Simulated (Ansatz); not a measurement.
Ga2O3 (beta-Ga2O3 type, space group C2/m)

```
Ga2O3
1.0
    6.22762    -1.54173     0.00000
    6.22762     1.54173     0.00000
   -1.39233     0.00000     5.71032
Ga O
4 6
Cartesian
  0.01334   0.00000   4.53800
 11.04958   0.00000   1.17231
  7.76436   0.00000   1.79396
  3.29855   0.00000   3.91636
  1.88423   0.00000   0.62349
  9.17868   0.00000   5.08683
  1.37777   0.00000   3.22268
  9.68515   0.00000   2.48764
  5.82074   0.00000   1.46590
  5.24218   0.00000   4.24441
```

This relaxed cell (volume V₀) is scaled evenly in all directions, its shape held. The atoms relax within the cell's symmetry.

The numbers are results of PBE (plane waves to 420 eV, PAW, scalar-relativistic; Ansatz, an electronic-structure program), not measurements. k mesh 11×11×6 (Γ-centred), Fermi-Dirac smearing 0.05 eV. Energies are smeared free energies. With the shape held, the modulus is that of even scaling; a crystal free to change shape is softer. Ga2O3 was relaxed with its symmetry unable to fall. The zero of ΔE is the relaxed starting cell.

```tsv
V (Å³/atom)	ΔE (meV/atom)
10.307	21.5
10.472	11.8
10.636	5.1
10.801	1.2
10.965	0.0
11.130	1.2
11.294	4.6
11.459	10.1
11.623	17.6
```

Task: What is the fitted pressure derivative B₀′?

Result: 4.0.

Task: What bulk modulus at fixed cell shape B₀ follows from a third-order Birch-Murnaghan fit?

Result: 157 GPa. Check by three points about V = 10.965 Å³/atom, step 0.164: d²E/dV² ≈ (1.2 − 2·0.0 + 1.2) meV / 0.164² = 0.0887 eV/Å⁶, and V·d²E/dV² × 160.2 = 156 GPa.

(Under strain, the slope of the energy per volume gives the stress and its curvature an elastic modulus.)
